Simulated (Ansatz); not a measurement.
SnPbSe$_{2}$ in space group R-3m (No. 166; Sn on 3b, Pb on 3a, Se on 6c) at seven volumes, r²SCAN (plane waves, PAW; program Ansatz), shape and atoms relaxed at each. One row is withheld.

```
V (Å³/atom)  P (GPa)
-----------  -------
25.838          5.87
26.690          3.56
27.541          1.59
28.393          0.00
29.245             ?
30.097         -2.67
30.949         -3.72
```

### Question
Fit the shown pressures and predict the withheld one.

### Answer
Third-order Birch–Murnaghan: P = (3/2)B₀(x^(7/2) − x^(5/2))[1 + (3/4)(B′ − 4)(x − 1)] with x = (V₀/V)^(2/3). Least squares on the six rows gives V₀ = 28.371 Å³/atom, B₀ = 51.32 GPa, B′ = 4.25. At V = 29.245, x = 0.9800 and P = -1.46 GPa. The run itself gave -1.44 GPa.

The first step of the workflow began from a Materials Project structure, measured or hypothetical; the Crystallography Open Database copy checked does not list it. With Sn and Pb taken as one species the cell has the higher symmetry Fm-3m, so it may be an ordered model of a mixed-site phase. Its standing as an ambient phase is unchecked. The r²SCAN relaxation kept the symmetry of its start; phonons show weakly imaginary modes. Scalar-relativistic: spin–orbit coupling is off unless named, which matters more the heavier the elements.

Potentials: the later of the program's two PAW sets.
